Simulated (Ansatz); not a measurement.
Cu Kα1 powder pattern (kinematic, no thermal factors).
2θ (°) (relative intensity): 13.61 (89), 19.42 (1), 23.69 (34), 23.80 (46), 27.42 (15), 30.82 (100), 33.83 (22), 36.55 (16), 39.44 (11), 41.66 (29), 41.72 (23), 41.91 (12), 46.52 (11), 48.48 (5), 48.70 (7), 50.60 (7), 52.70 (22), 54.70 (9), 54.85 (10), 56.60 (3), 58.70 (21), 60.42 (3), 62.21 (3), 62.63 (3), 64.20 (4), 65.79 (4), 65.84 (7), 65.98 (7), 66.20 (11), 67.95 (3), 69.32 (20), 71.17 (3), 73.08 (5), 76.03 (5), 76.07 (3), 76.20 (4), 77.68 (2), 79.49 (5), 81.00 (3), 81.34 (6), 82.58 (2), 82.96 (3), 84.87 (1), 85.86 (3), 85.99 (1), 86.49 (2), 87.81 (1), 89.21 (7), 89.71 (2)

The pattern is computed from a structure relaxed with DFT PBE, scalar-relativistic, plane waves, PAW in Ansatz 0.2.0. No spin polarisation. Its elements are Bi, Sr.

Task: Give the structure.

Result: Sr3Bi.
Space group P-62m (No. 189). a = 7.505 Å, b = 7.505 Å, c = 4.566 Å, α = 90.00°, β = 90.00°, γ = 120.00°
```
atom  site  symmetry       x       y       z
  Sr    3g       m2m  0.6716  0.0000  0.5000
  Bi    1a      -62m  0.0000  0.0000  0.0000
```

A pattern alone doesn't exclude other cells with like lines; this is the one computed.

Another cell of Sr3Bi relaxed alike, in P-6m2, lies 43 meV/atom lower, so this cell isn't the stable form at this level.

It was reached by relaxing an invented guess, and it needn't be the stable form of this composition.
